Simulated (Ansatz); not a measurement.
Total density of states per atom from PBE+D3(BJ) (plane waves, PAW; program Ansatz), in 0.25 eV bins, energy from the valence-band maximum:

(E (eV), states/eV/atom): (-7.86, 0.36); (-7.61, 0.24); (-7.36, 0.42); (-7.11, 0.03); (-6.86, 0.06); (-6.61, 0.11); (-6.36, 0.40); (-6.11, 0.78); (-5.86, 0.49); (-5.61, 0.14); (-5.36, 0.04); (-5.11, 0.14); (-4.86, 0.29); (-4.61, 0.19); (-4.36, 0.20); (-4.11, 0.16); (-3.86, 0.18); (-3.61, 0.13); (-3.36, 0.16); (-3.11, 0.25); (-2.86, 0.40); (-2.61, 0.74); (-2.36, 0.59); (-2.11, 0.48); (-1.86, 0.55); (-1.61, 0.18); (-1.36, 0.06); (-1.11, 0.07); (-0.86, 0.14); (-0.61, 0.26); (-0.36, 0.11); (-0.11, 0.02); (0.14, 0.00); (0.39, 0.04); (0.64, 0.12); (0.89, 0.16); (1.14, 0.17); (1.39, 0.06); (1.64, 0.04); (1.89, 0.04); (2.14, 0.11); (2.39, 0.17); (2.64, 0.13); (2.89, 0.09); (3.14, 0.08); (3.39, 0.09); (3.64, 0.20); (3.89, 0.34); (4.14, 0.56); (4.39, 0.70); (4.64, 0.22); (4.89, 0.30)

**Question.** Which compound is it?
A) C, P6_3/mmc (C on 12j, C on 12j)
B) MoSe2, P6_3/mmc (Mo on 2d, Se on 4f)
C) MoS2, P6_3/mmc (Mo on 2c, S on 4f)
D) C24H12O13Zn4, Fm-3m (Pearson symbol cF424)

**Answer.** A, C, P6_3/mmc (C on 12j, C on 12j). Top 1 eV of the valence band: C 2p 99 %. Bottom 1 eV of the conduction band: C 2p 99 %. Projections are on Löwdin-orthogonalised atomic valence shells; empty p or d shells of many metals are not among them.

The start of the workflow was typed in or built on a structure type. Its sites differ from those of the usual phase in this space group: another stacking or structure type. The PBE+D3(BJ) relaxation kept the symmetry of its start; whether a distortion lowers the energy is not shown.

Potentials: the later of the program's two PAW sets.
